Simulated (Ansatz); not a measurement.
## SiNi3 at several levels of theory

One geometry, relaxed with PBE, and single points on it; plane waves with PAW potentials in Ansatz, scalar-relativistic unless the row names spin-orbit coupling. Collinear spin, which adds to the cost, in r2SCAN; no spin polarisation in PBE, LDA. Meshes are on the primitive cell of 4 atoms. Gaps are the least over mesh and band path; pressure is positive in compression. Smearing is Gaussian, 0.10 eV.

```
Si Ni
1.0
     3.50627    0.00000    0.00000
     0.00000    3.50627    0.00000
     0.00000    0.00000    3.50627
Si Ni
1 3
Direct
  0.00000 0.00000 0.00000
  0.00000 0.50000 0.50000
  0.50000 0.00000 0.50000
  0.50000 0.50000 0.00000
```

```
 level cutoff (eV) k mesh gap (eV) pressure (GPa) largest moment (μB) rough cost with bands (core-min)
   PBE          420  12×12×12         0             0.0                 0.00                               0.5
r2SCAN          500  12×12×12         0            -7.9                 0.05                               1.6
   LDA          420  12×12×12         0           -15.0                 0.00                               0.5
```

The state reached may not be the lowest one.